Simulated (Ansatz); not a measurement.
# BAs, first-principles data

BAs:
```
CELL_PARAMETERS angstrom
      3.32864     0.00000     0.00000
     -1.66432     2.88269     0.00000
      0.00000     0.00000     5.51322
ATOMIC_POSITIONS crystal
  B  0.33333 0.66667 0.37453
  B  0.66667 0.33333 0.87453
  As 0.33333 0.66667 0.00047
  As 0.66667 0.33333 0.50047
```

Space group P6_3mc (No. 186), wurtzite; conventional cell a = 3.329 Å, b = 3.329 Å, c = 5.513 Å, α = 90.00°, β = 90.00°, γ = 120.00°.

Method: the program Ansatz at the LDA level (PAW). Structure relaxed to zero pressure with the same functional. Other levels are named where they apply.

### Cell and energy

```json
{
 "volume_per_atom": "13.23 Å³",
 "density": "5.38 g/cm³",
 "Formation energy from the elements (no fitted shifts)": "-0.034 eV/atom"
}
```

### Electronic structure

```json
{
  "band_gap": "1.05 eV (indirect)",
  "valence_band_maximum": "at Γ",
  "conduction_band_minimum": "at M (3 equivalent valleys)",
  "smallest_direct_gap_on_the_standard_path": "2.31 eV",
  "electron_effective_mass": "0.12, 1.2, 1.4 mₑ (principal values)",
  "Hole effective mass, band 1 of 2 at the edge": "0.53 along x, 0.52 along z (mₑ)",
  "Hole effective mass, band 2 of 2 at the edge": "0.16 along x, 0.52 along z (mₑ)"
}
```

### Mechanics

```json
{
 "Bulk modulus (Birch–Murnaghan fit)": "147 GPa",
 "Pressure derivative B′": "4.1",
 "Elastic constants (relaxed ions, GPa)": "C11 = 348, C12 = 61.3, C13 = 28.6, C33 = 394, C44 = 112",
 "mechanical_stability": "stable (all eigenvalues of C positive)",
 "hill_bulk_and_shear_moduli": "147 and 136 GPa",
 "Young's modulus": "313 GPa",
 "Poisson's ratio": "0.15",
 "debye_temperature_from_the_elastic_constants": "696 K",
 "Piezoelectric stress constants (proper, relaxed ions, C/m²)": "e15 = e24 = -0.12, e31 = e32 = -0.16, e33 = 0.32"
}
```

### Dielectric response

```json
{
 "Electronic dielectric constant ε∞ (DFPT)": "9.31 (xx = yy), 10.1 (zz)",
 "Static dielectric constant ε0 (ions relaxed, cell fixed)": "9.43 (xx = yy), 10.2 (zz)",
 "Born charges (a third of the trace)": "B -0.56, As +0.56 e",
 "Largest static χ(2) component": "31 pm/V"
}
```

### Phonons

```json
{
 "Highest zone-centre frequency (without LO–TO term)": "714 cm⁻¹",
 "zone_centre_stability": "no imaginary mode at Γ",
 "dynamical_stability_on_the_path": "stable (no imaginary branch)",
 "zero_point_energy": "82.3 meV/atom",
 "Vibrational entropy at 300 K": "15.7 J/(K·mol of atoms)"
}
```

The workflow started from a Materials Project entry (that database holds measured and hypothetical structures alike); the Crystallography Open Database copy checked does not list it. It is not the phase usual at ambient conditions (space group No. 216). The LDA relaxation kept the symmetry of its start. Signs of piezoelectric constants follow the polarity of the cell as given. The references are the lowest solids computed at this level, not always the standard phases. Scalar-relativistic: spin–orbit coupling is off unless named, which matters more the heavier the elements.

Potentials: the earlier of the program's two PAW sets. The files were generated under PBE; for other functionals the program regenerates the frozen cores, and for LDA and PBEsol the local potential too.
